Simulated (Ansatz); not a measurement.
AgI (wurtzite, space group No. 186), the program Ansatz at the PBEsol level (PAW). The conduction-band minimum lies at Γ, with 1 equivalent valley. Second derivatives d²E/dk² of the lowest band at one valley (eV·Å²), along Cartesian directions:

| direction | d²E/dk² |
|---|---|
| [100] | 48.48 |
| [010] | 48.48 |
| [001] | 51.46 |
| [110] | 48.48 |
| [101] | 49.99 |
| [011] | 49.99 |

Problem. Find the principal effective masses, the density-of-states mass and the conductivity mass.

Solution. Off-diagonal terms follow from H_xy = H[110] − (H_xx + H_yy)/2, and m*/mₑ = 7.620 eV·Å² over each eigenvalue: 0.15, 0.16, 0.16. One valley's DOS mass (m₁m₂m₃)^(1/3) = 0.15, conductivity mass 3/(Σ 1/mᵢ) = 0.15 mₑ.

Problem. What effective density of states Nc follows at 300 K for parabolic valleys?

Solution. Nc = 2.509e19 × 1 × (0.15)^(3/2) ≈ 1.5e18 cm⁻³.

Space group P6_3mc (wurtzite). The cell was relaxed with PBEsol under the symmetry of its start. The run is not spin-polarised. Spin–orbit coupling is left out wherever it is not named.

Potentials: the earlier of the program's two PAW sets. The files were generated under PBE; for other functionals the program regenerates the frozen cores, and for LDA and PBEsol the local potential too.

Edges and masses are those of Kohn–Sham bands, whose gap is no quasiparticle gap.
